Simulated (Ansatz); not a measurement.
Bcc W (111), 1 layer, DFT, r2SCAN, PAW with Ansatz's default frozen-core files, scalar-relativistic (Ansatz 0.2.0), on 1 thread of Intel(R) Xeon(R) Platinum 8488C (Sapphire Rapids) (shared host).

Command: `ansatz run input.yaml --threads 1 --pin off --max-ram 3584MiB --backend cpu --events-out ev --progress --plain --runs-dir out`

```yaml
crystal:
  lattice:
    - [4.4811565986, 0.0, 0.0]
    - [-2.2405782993, 3.8807954527, 0.0]
    - [0.0, 0.0, 16.0]
  atoms:
    - { symbol: W, position: [0.0, 0.0, 0.5] }
kpoints:
  mp_grid: { grid: [9, 9, 1] }
scf:
  occupations: { method: fermi_dirac, width: 0.1 }
hamiltonian:
  xc: r2scan
  pseudopotentials: { kind: paw }
output:
  forces: true
  stress: true
  eigenvalues: true
efield:
  axis: 3
  amplitude: 0.2
  dipole_correction: true
```

**Question.** How large is the problem that the program sets up?

**Answer.** 12 irreducible k-points, 7073 plane waves at Γ, 11 bands.

**Question.** About how long does it take, and how much memory?

**Answer.** 13 s of wall time for 15 SCF iterations, with a peak of 1.1 GiB. Times on shared machines scatter by tens of per cent.
